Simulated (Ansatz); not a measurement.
## SrLi₂Sb₂, a known structure type with other elements, at an estimated volume

```xyz
5
Lattice="2.1935 3.7992 0.0000 -2.1935 3.7992 0.0000 0.0000 0.0000 7.2871" Properties=species:S:1:pos:R:3 pbc="T T T"
Sr    0.0000    0.0000    0.0000
Li   -0.0002    2.5329    4.5967
Li    0.0002    5.0655    2.6904
Sb   -0.0002    2.5329    1.8276
Sb    0.0002    5.0655    5.4595
```

Method: PBE, no spin polarisation; PAW, plane waves to 420 eV, 9×9×5 Γ-centred mesh, cold occupations (width 0.1093 eV) (Ansatz 0.2.0), atoms fixed.

Question: What do density and ELF say about some of the short contacts?

Answer: Li–Sb at 2.68 Å: least valence density 0.12 e/Å³ and ELF 0.04 there. Sr–Sb at 3.12 Å: least valence density 0.18 e/Å³ and ELF 0.20 there. Both are smooth PAW fields, read partly inside the augmentation spheres.

Question: Is there a gap?

Answer: It is a metal, with about 4.7 states/eV a cell as the mean within 0.25 eV of the Fermi level, mostly Sb p (92 %).

Question: What is the formation energy?

Answer: -0.40 eV an atom against the elements' usual phases (free molecules for gases, crystals otherwise, with no correction for O₂ or N₂), so it is bound against them; other compounds may still compete. Relaxing would lower it.

Question: Which atom feels the largest force, and which way?

Answer: The largest is on Sb4 (and as large on other atoms): 0.68 eV/Å, components (0.00, 0.00, 0.68). It makes 71° with the line to a nearest neighbour, Li3 at 2.68 Å.

Question: What does the stress say?

Answer: The pressure is 7.2 GPa (compression positive), so with the atoms held at these fractions the cell would first expand. The principal stresses 6.2, 7.7, 7.7 GPa differ, so its shape would change too.

Origin: a known structure type with other elements, at an estimated volume, so it need not be a known compound.
